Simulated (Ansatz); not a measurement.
CdSiP2:
```
CdSiP2
1.0
   -2.82206     2.82206     5.24987
    2.82206    -2.82206     5.24987
    2.82206     2.82206    -5.24987
Cd Si P
2 2 4
Cartesian
  0.00000   2.82206   2.62493
  0.00000   0.00000   0.00000
  2.82206   0.00000   2.62493
  0.00000   0.00000   5.24987
  1.41103   1.65190  -1.31247
  1.41103   1.17016   3.93740
  3.99222   1.41103   1.31247
 -1.17016   1.41103   6.56233
```

The program Ansatz at the PBEsol level (PAW) gives a gap of 1.24 eV without spin–orbit coupling, maximum at Γ, minimum at Γ.

Task: What happens when spin–orbit coupling is switched on?

Result: The gap is nearly the same, to 1.24 eV; maximum at Γ, minimum at Γ.

Task: Give the hole effective mass with spin–orbit coupling.

Result: 0.14, 0.42, 0.42 mₑ (principal values).

Space group I-42d (chalcopyrite). Symmetry was held in the PBEsol relaxation.

Potentials: the later of the program's two PAW sets.
